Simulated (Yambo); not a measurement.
Yambo run on CdOFH (space group P2_1, No. 4, within 0.06 Å of Pmn2_1). The wavefunctions come from this Quantum ESPRESSO step (PBEsol, PseudoDojo standard norm-conserving files, scalar-relativistic):

```
&CONTROL
  calculation = 'nscf'
  pseudo_dir = './pseudo'
  outdir = './out'
/
&SYSTEM
  ibrav = 0
  nat = 8
  ntyp = 4
  ecutwfc = 102.0
  ecutrho = 408.0
  occupations = 'fixed'
  force_symmorphic = .true.
  nbnd = 156
/
&ELECTRONS
  conv_thr = 8e-09
  diago_full_acc = .true.
  diago_thr_init = 1e-08
/
ATOMIC_SPECIES
H 1.0080 H.upf
O 15.9990 O.upf
F 18.9984 F.upf
Cd 112.4140 Cd.upf
CELL_PARAMETERS angstrom
  3.534360000000   0.000000000000   0.000000000000
  0.000000000000   4.844690000000   0.000000000000
 -0.008163000000   0.000000000000   5.627954000000
ATOMIC_POSITIONS crystal
H   0.749700000000   0.684170000000   0.272400000000
H   0.250300000000   0.184170000000   0.727600000000
O   0.248160000000   0.021550000000   0.619690000000
O   0.751840000000   0.521550000000   0.380310000000
F   0.248870000000   0.479750000000   0.894200000000
F   0.751130000000   0.979750000000   0.105800000000
Cd   0.747760000000   0.754530000000   0.733370000000
Cd   0.252240000000   0.254530000000   0.266630000000
K_POINTS automatic
4 2 2 0 0 0
```

Yambo input:

```
rim_cut
gw0
dyson
el_el_corr
HF_and_locXC
ppa
em1d
RandQpts= 1000000
RandGvec= 1 Ry
EXXRLvcs= 102 Ry
VXCRLvcs= 408 Ry
Chimod= "HARTREE"
% BndsRnXp
 9 | 155 |
%
NGsBlkXp= 7 Ry
% LongDrXp
 1.0 | 1.0 | 1.0 |
%
PPAPntXp= 27.2114 eV
% GbndRnge
 1 | 155 |
%
GTermKind= "BG"
DysSolver= "n"
ExtendOut
% QPkrange
 1 | 1 | 34 | 35 |
 2 | 2 | 34 | 35 |
 4 | 4 | 34 | 35 |
 9 | 9 | 34 | 35 |
 10 | 10 | 34 | 35 |
 11 | 11 | 34 | 35 |
 12 | 12 | 34 | 35 |
%
```

k points by index: 1 = Γ, 2 = (0, 0, -0.5), 4 = (0, -0.5, -0.5), 9 = (-0.5, 0, 0), 10 = (-0.5, 0, -0.5), 11 = (-0.5, -0.5, 0), 12 = (-0.5, -0.5, -0.5).

The o-*.qp file then holds:

```
#    K-point    Band    Eo [eV]    E [eV]    E-Eo [eV]    Vxc [eV]    Vnlxc [eV]    Sc|Eo [eV]    Sc|E [eV]    dSc/dw|Eo [eV]    Re(Z)    Im(Z)
#
    1    34    -0.046265    -1.104528    -1.058263    -21.09690    -26.77460    4.344025    4.619435    -7.080778    0.793514    -0.001310
    1    35    1.742934    2.627127    0.884193    -12.24207    -7.993911    -3.214206    -3.363967    -4.608606    0.855165    -0.857986E-3
    2    34    0.000000    -1.046405    -1.046405    -21.17212    -26.84646    4.355074    4.627941    -7.094896    0.793187    -0.001305
    2    35    3.964222    5.105046    1.140824    -15.01834    -10.68503    -2.975452    -3.192485    -5.176438    0.840172    -0.934870E-3
    4    34    -0.304581    -1.424631    -1.120050    -20.80946    -26.58263    4.362381    4.653120    -7.062557    0.793936    -0.001340
    4    35    5.103256    6.544979    1.441723    -15.91737    -10.95741    -3.234085    -3.518237    -5.362829    0.835365    -0.001005
    9    34    -0.939707    -2.108021    -1.168313    -19.77715    -25.43383    4.187738    4.488372    -7.001223    0.795359    -0.001403
    9    35    5.805410    7.315509    1.510100    -15.67717    -10.47917    -3.389793    -3.687892    -5.371389    0.835146    -0.815571E-3
    10    34    -0.423505    -1.605825    -1.182321    -21.63091    -27.49646    4.381888    4.683231    -6.934685    0.796909    -0.001292
    10    35    6.332127    7.994739    1.662611    -15.96696    -10.40325    -3.574490    -3.901098    -5.345240    0.835816    -0.836212E-3
    11    34    -0.308029    -1.474378    -1.166349    -21.70627    -27.54146    4.372002    4.668838    -6.924513    0.797147    -0.001280
    11    35    6.018129    7.608526    1.590398    -15.73338    -10.33564    -3.496118    -3.807339    -5.324550    0.836347    -0.001201
    12    34    -0.623277    -1.766491    -1.143214    -20.47315    -26.17315    4.262426    4.556786    -7.005642    0.795256    -0.001337
    12    35    5.961070    7.542502    1.581432    -14.80875    -9.266082    -3.675058    -3.961233    -4.924376    0.846741    0.004325
```
(The two width columns are left out.) Convergence of these settings isn't established.

Spin-orbit coupling is not included.

Geometry of the Materials Project entry, not relaxed at this level.

The structure is a Materials Project entry; no match was found in the copy of COD used, and its stability was not checked.
